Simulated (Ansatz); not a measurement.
Polymorphs of Hf, each relaxed with DFT-PBE in the program Ansatz with PAW potentials:

A: diamond (Fd-3m)
a = 6.540 Å, b = 6.540 Å, c = 6.540 Å, α = 90.00°, β = 90.00°, γ = 90.00°

| atom | site | symmetry | x | y | z |
|---|---|---|---|---|---|
| Hf | 8b | -43m | 0.5000 | 0.5000 | 0.5000 |

B: hcp (Mg type) (P6_3/mmc)
a = 3.205 Å, b = 3.205 Å, c = 5.067 Å, α = 90.00°, β = 90.00°, γ = 120.00°

| atom | site | symmetry | x | y | z |
|---|---|---|---|---|---|
| Hf | 2c | -6m2 | 0.3333 | 0.6667 | 0.2500 |

### Question
Order them by energy per atom at 0 K (lowest first) at the level PBE.

### Answer
B (+0 meV/atom), A (+2692 meV/atom)

Typed or built starts, not in the databases checked: A. Not the usual ambient phase: A. All cells were relaxed under the symmetry of their starts (and spin orders); stability against distortions was not tested throughout. Rows with no word on spin ran without spin polarisation. Spin–orbit coupling is left out wherever it is not named.

Energies hold the estimated change up to a 700 eV cutoff; steps of a few meV lie near the error of the meshes.

Potentials: the earlier of the program's two PAW sets.
